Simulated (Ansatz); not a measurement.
LaLuO₃:
```cif
data_LaLuO3
_chemical_formula_sum 'La1 Lu1 O3'
_space_group_name_H-M_alt 'Pm-3m'
_space_group_IT_number 221
_space_group_name_Hall '-P 4 2 3'
_cell_length_a 4.19302
_cell_length_b 4.19302
_cell_length_c 4.19302
_cell_angle_alpha 90.000
_cell_angle_beta 90.000
_cell_angle_gamma 90.000
loop_
_atom_site_label
_atom_site_type_symbol
_atom_site_symmetry_multiplicity
_atom_site_Wyckoff_symbol
_atom_site_fract_x
_atom_site_fract_y
_atom_site_fract_z
_atom_site_occupancy
La1 La 1 a 0.00000 0.00000 0.00000 1
Lu1 Lu 1 b 0.50000 0.50000 0.50000 1
O1 O 3 c 0.00000 0.50000 0.50000 1
```

Relaxed with PBEsol.

Q: Give the optical modes at the zone centre with their infrared activity from DFPT, PBEsol in the plane-wave PAW code Ansatz.

A: Transverse frequencies, without the LO–TO term; a row sums one degenerate level.

```
ω (cm⁻¹)  degeneracy  IR ((D/Å)²/amu)     activity  symmetry
--------  ----------  ---------------  -----------  --------
225i               3             0.00  IR-inactive       T2u
216i               3            74.98           IR       T1u
143                3             4.01           IR       T1u
648                3            40.93           IR       T1u
```

Q: How high does the top mode go among those that the LO–TO term moves?

A: 712 cm⁻¹ for q along x.

A made-up cell: these elements were put on the sites of a structure type; neither database checked (COD, Materials Project) lists it. Whether it is the stable phase at ambient conditions was not checked. The PBEsol relaxation kept the symmetry of its start. At this level the phase is dynamically unstable (imaginary phonons). Scalar-relativistic: spin–orbit coupling is off unless named, which matters more the heavier the elements.

Potentials: the earlier of the program's two PAW sets. The files were generated under PBE; for other functionals the program regenerates the frozen cores, and for LDA and PBEsol the local potential too.
